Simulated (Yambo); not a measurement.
K2PdC2 (space group P-3m1, No. 164), G0W0@LDA in Yambo; all else as in the reference (3×3×2 Γ-centred k mesh, bands 5 to 220 and a 8 Ry block in the screening, 220 bands in G with the Bruneval-Gonze terminator, plasmon pole fitted at 27.2 eV). One parameter is varied: the cutoff of the wavefunctions in Yambo, over 10, 20, 30, 50, 82 Ry.

Question: From which value on does the gap A → (0, 0.333, -0.5) stay within 0.05 eV of the largest setting?

Answer: From 30 Ry on.
```json
[
 {"cutoff of the wavefunctions in Yambo (Ry)": "10", "G0W0 gap (eV)": "2.09", "valence shift (eV)": "0.27"},
 {"cutoff of the wavefunctions in Yambo (Ry)": "20", "G0W0 gap (eV)": "2.60", "valence shift (eV)": "-0.34"},
 {"cutoff of the wavefunctions in Yambo (Ry)": "30", "G0W0 gap (eV)": "2.76", "valence shift (eV)": "-0.53"},
 {"cutoff of the wavefunctions in Yambo (Ry)": "50", "G0W0 gap (eV)": "2.79", "valence shift (eV)": "-0.58"},
 {"cutoff of the wavefunctions in Yambo (Ry)": "82", "G0W0 gap (eV)": "2.79", "valence shift (eV)": "-0.58"}
]
```
The last step of the sweep still moves the gap by 1 meV; the other settings are held fixed.

Spin-orbit coupling is not included.

Geometry of the Materials Project entry, not relaxed at this level; primitive cell a = b = 5.1182 Å, c = 5.2581 Å, α = β = 90.00°, γ = 120.00°.

The structure is a Materials Project entry; no match was found in the copy of COD used, and its stability was not checked.

A shift is the quasiparticle energy of the state minus its LDA energy.
